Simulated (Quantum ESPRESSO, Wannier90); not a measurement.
**SiO2 (P4₁2₁2): Wannier90 run**

Structure: Materials Project mp-6945, symmetrised, not relaxed again. COD (Crystallography Open Database) has the formula in 34 space groups, this one among them (matched by group alone). Computed values, not measurements, from PBEsol: Quantum ESPRESSO (norm-conserving PseudoDojo potentials, cutoff 68 Ry, no spin polarisation, no spin-orbit coupling) on a Γ-centred 4×4×4 mesh, then Wannier90. Density: 6×6×6 mesh, cold smearing 0.01 Ry.

On the energy scale of pw.x, whose zero is arbitrary, the valence-band maximum lies at 1.26 eV.

Input w.win:

```
num_bands = 8
num_wann = 8
exclude_bands = 9-69
num_iter = 1000
conv_tol = 1.0e-6
conv_window = 4
write_hr = true
write_u_matrices = true
auto_projections = true
begin unit_cell_cart
ang
    4.9926500000    0.0000000000    0.0000000000
    0.0000000000    4.9926500000    0.0000000000
    0.0000000000    0.0000000000    6.9339300000
end unit_cell_cart
begin atoms_frac
Si  -0.3013400000 -0.3013400000  0.5000000000
Si  -0.1986600000  0.1986600000 -0.2500000000
Si   0.3013400000  0.3013400000  0.0000000000
Si   0.1986600000 -0.1986600000  0.2500000000
O   -0.1064300000 -0.2386100000  0.3201100000
O   -0.2613900000  0.3935700000 -0.4298900000
O    0.1064300000  0.2386100000 -0.1798900000
O    0.2613900000 -0.3935700000  0.0701100000
O    0.3935700000 -0.2613900000  0.4298900000
O    0.2386100000  0.1064300000  0.1798900000
O   -0.3935700000  0.2613900000 -0.0701100000
O   -0.2386100000 -0.1064300000 -0.3201100000
end atoms_frac
mp_grid = 4 4 4
begin kpoints
0.0000000000 0.0000000000 0.0000000000
0.0000000000 0.0000000000 0.2500000000
0.0000000000 0.0000000000 0.5000000000
... (61 more lines: the 4x4x4 mesh through Gamma)
end kpoints
```

Input of pw2wannier90.x that gives the overlap and projection files (equivalent; here they were cut from one run over all bands):

```
&inputpp
  outdir = './out'
  prefix = 'pwscf'
  seedname = 'w'
  write_amn = .true.
  write_mmn = .true.
  atom_proj = .true.
  atom_proj_exclude = 1 2 3 4 5 6 7 8 9 10 11 12 13 14 15 16 18 19 20 22 23 24 26 27 28 30 31 32 34 35 36 38 39 40 42 43 44 46 47 48
/
```

Output w.wout (banner and timings cut):

```
                                    ------
                                    SYSTEM
                                    ------

                              Lattice Vectors (Ang)
                    a_1     4.992650   0.000000   0.000000
                    a_2     0.000000   4.992650   0.000000
                    a_3     0.000000   0.000000   6.933930

                   Unit Cell Volume:     172.83898  (Ang^3)

                        Reciprocal-Space Vectors (Ang^-1)
                    b_1     1.258487   0.000000   0.000000
                    b_2     0.000000   1.258487   0.000000
                    b_3     0.000000   0.000000   0.906151

 *----------------------------------------------------------------------------*
 |   Site       Fractional Coordinate          Cartesian Coordinate (Ang)     |
 +----------------------------------------------------------------------------+
 | si   1  -0.30134  -0.30134   0.50000   |   -1.50449  -1.50449   3.46697    |
 | si   2  -0.19866   0.19866  -0.25000   |   -0.99184   0.99184  -1.73348    |
 | si   3   0.30134   0.30134   0.00000   |    1.50449   1.50449   0.00000    |
 | si   4   0.19866  -0.19866   0.25000   |    0.99184  -0.99184   1.73348    |
 | o    1  -0.10643  -0.23861   0.32011   |   -0.53137  -1.19130   2.21962    |
 | o    2  -0.26139   0.39357  -0.42989   |   -1.30503   1.96496  -2.98083    |
 | o    3   0.10643   0.23861  -0.17989   |    0.53137   1.19130  -1.24734    |
 | o    4   0.26139  -0.39357   0.07011   |    1.30503  -1.96496   0.48614    |
 | o    5   0.39357  -0.26139   0.42989   |    1.96496  -1.30503   2.98083    |
 | o    6   0.23861   0.10643   0.17989   |    1.19130   0.53137   1.24734    |
 | o    7  -0.39357   0.26139  -0.07011   |   -1.96496   1.30503  -0.48614    |
 | o    8  -0.23861  -0.10643  -0.32011   |   -1.19130  -0.53137  -2.21962    |
 *----------------------------------------------------------------------------*
                                ------------
                                K-POINT GRID
                                ------------

             Grid size =  4 x  4 x  4      Total points =   64

 *---------------------------------- MAIN ------------------------------------*
 |  Number of Wannier Functions               :                 8             |
 |  Number of Objective Wannier Functions     :                 8             |
 |  Number of input Bloch states              :                 8             |
 |  Output verbosity (1=low, 5=high)          :                 1             |
 |  Timing Level (1=low, 5=high)              :                 1             |
 |  Optimisation (0=memory, 3=speed)          :                 3             |
 |  Length Unit                               :               Ang             |
 |  Post-processing setup (write *.nnkp)      :                 F             |
 |  Using Gamma-only branch of algorithms     :                 F             |
 *----------------------------------------------------------------------------*
 *------------------------------- WANNIERISE ---------------------------------*
 |  Total number of iterations                :              1000             |
 |  Number of CG steps before reset           :                 5             |
 |  Trial step length for line search         :             2.000             |
 |  Convergence tolerence                     :         0.100E-05             |
 |  Convergence window                        :                 4             |
 |  Iterations between writing output         :                 1             |
 |  Iterations between backing up to disk     :               100             |
 |  Write r^2_nm to file                      :                 F             |
 |  Write xyz WF centres to file              :                 F             |
 |  Write on-site energies <0n|H|0n> to file  :                 F             |
 |  Use guiding centre to control phases      :                 F             |
 |  Use phases for initial projections        :                 F             |
 *----------------------------------------------------------------------------*
 *-------------------------------- PLOTTING ----------------------------------*
 |  Plotting Hamiltonian in WF basis          :                 T             |
 *----------------------------------------------------------------------------*

 *---------------------------------- K-MESH ----------------------------------*
 +----------------------------------------------------------------------------+
 |                    Distance to Nearest-Neighbour Shells                    |
 |                    ------------------------------------                    |
 |          Shell             Distance (Ang^-1)          Multiplicity         |
 |          -----             -----------------          ------------         |
 |             1                   0.226538                      2            |
 |             2                   0.314622                      4            |
 |             3                   0.387693                      8            |
 |             4                   0.444942                      4            |
 |             5                   0.453075                      2            |
 |             6                   0.499293                      8            |
 |             7                   0.551601                      8            |
 |             8                   0.629244                      4            |
       ... (lines left out)
 +----------------------------------------------------------------------------+
 | The b-vectors are chosen automatically                                     |
 | The following shells are used:                       1,  2                 |
 +----------------------------------------------------------------------------+
 |                        Shell   # Nearest-Neighbours                        |
 |                        -----   --------------------                        |
 |                          1               2                                 |
 |                          2               4                                 |
 +----------------------------------------------------------------------------+
 | Completeness relation is fully satisfied [Eq. (B1), PRB 56, 12847 (1997)]  |
 +----------------------------------------------------------------------------+
 |                  b_k Vectors (Ang^-1) and Weights (Ang^2)                  |
 |                  ----------------------------------------                  |
 |            No.         b_k(x)      b_k(y)      b_k(z)        w_b           |
 |            ---        --------------------------------     --------        |
 |             1         0.000000    0.000000    0.226538     9.742920        |
 |             2         0.000000    0.000000   -0.226538     9.742920        |
 |             3         0.000000    0.314622    0.000000     5.051176        |
 |             4         0.314622    0.000000    0.000000     5.051176        |
 |             5         0.000000   -0.314622    0.000000     5.051176        |
 |             6        -0.314622    0.000000    0.000000     5.051176        |
 +----------------------------------------------------------------------------+
 |                           b_k Directions (Ang^-1)                          |
 |                           -----------------------                          |
 |            No.           x           y           z                         |
 |            ---        --------------------------------                     |
 |             1         0.000000    0.000000    0.226538                     |
 |             2         0.000000    0.314622    0.000000                     |
 |             3         0.314622    0.000000    0.000000                     |
 +----------------------------------------------------------------------------+

 Starting a new Wannier90 calculation ...

 Reading overlaps from w.mmn

 Reading projections from w.amn

 *------------------------------- WANNIERISE ---------------------------------*
 +--------------------------------------------------------------------+<-- CONV
 | Iter  Delta Spread     RMS Gradient      Spread (Ang^2)            |<-- CONV
 +--------------------------------------------------------------------+<-- CONV

 ------------------------------------------------------------------------------
 Initial State
  WF centre and spread    1  ( -0.477877, -1.201874,  2.291386 )     0.56751487
  WF centre and spread    2  ( -1.294451,  2.018448, -2.909062 )     0.56751487
  WF centre and spread    3  (  0.477877,  1.201874, -1.175579 )     0.56751487
  WF centre and spread    4  (  1.294451, -2.018448,  0.557903 )     0.56751487
  WF centre and spread    5  (  2.018448, -1.294451,  2.909062 )     0.56751487
  WF centre and spread    6  (  1.201874,  0.477877,  1.175579 )     0.56751487
  WF centre and spread    7  ( -2.018448,  1.294451, -0.557903 )     0.56751487
  WF centre and spread    8  ( -1.201874, -0.477877, -2.291386 )     0.56751487
  Sum of centres and spreads ( -0.000000,  0.000000,  0.000000 )     4.54011898

      0     0.454E+01     0.0000000000        4.5401189804  <-- CONV
        O_D=      0.0000398 O_OD=      0.0122403 O_TOT=      4.5401190 <-- SPRD
 ------------------------------------------------------------------------------
      1    -0.162E-02     0.0269037698        4.5384955254  <-- CONV
        O_D=      0.0000521 O_OD=      0.0106045 O_TOT=      4.5384955 <-- SPRD
      2    -0.133E-03     0.0152434320        4.5383622976  <-- CONV
        O_D=      0.0000331 O_OD=      0.0104902 O_TOT=      4.5383623 <-- SPRD
      3    -0.189E-04     0.0067452429        4.5383434146  <-- CONV
        O_D=      0.0000294 O_OD=      0.0104751 O_TOT=      4.5383434 <-- SPRD
      4    -0.367E-05     0.0034777833        4.5383397422  <-- CONV
        O_D=      0.0000289 O_OD=      0.0104720 O_TOT=      4.5383397 <-- SPRD
      5    -0.805E-06     0.0017451176        4.5383389371  <-- CONV
        O_D=      0.0000289 O_OD=      0.0104712 O_TOT=      4.5383389 <-- SPRD
      6    -0.330E-06     0.0010719772        4.5383386072  <-- CONV
        O_D=      0.0000288 O_OD=      0.0104708 O_TOT=      4.5383386 <-- SPRD
      7    -0.116E-06     0.0007754863        4.5383384912  <-- CONV
        O_D=      0.0000288 O_OD=      0.0104707 O_TOT=      4.5383385 <-- SPRD
      8    -0.966E-07     0.0005099102        4.5383383946  <-- CONV
        O_D=      0.0000288 O_OD=      0.0104706 O_TOT=      4.5383384 <-- SPRD
             <<<     Delta < 1.000E-06  over  4 iterations     >>>
             <<< Wannierisation convergence criteria satisfied >>>
 Final State
  WF centre and spread    1  ( -0.477846, -1.201832,  2.291231 )     0.56729230
  WF centre and spread    2  ( -1.294493,  2.018479, -2.909217 )     0.56729230
  WF centre and spread    3  (  0.477846,  1.201832, -1.175734 )     0.56729230
  WF centre and spread    4  (  1.294493, -2.018479,  0.557748 )     0.56729230
  WF centre and spread    5  (  2.018479, -1.294493,  2.909217 )     0.56729230
  WF centre and spread    6  (  1.201832,  0.477846,  1.175734 )     0.56729230
  WF centre and spread    7  ( -2.018479,  1.294493, -0.557748 )     0.56729230
  WF centre and spread    8  ( -1.201832, -0.477846, -2.291231 )     0.56729230
  Sum of centres and spreads ( -0.000000,  0.000000,  0.000000 )     4.53833839

         Spreads (Ang^2)       Omega I      =     4.527838929
        ================       Omega D      =     0.000028826
                               Omega OD     =     0.010470639
    Final Spread (Ang^2)       Omega Total  =     4.538338395
```
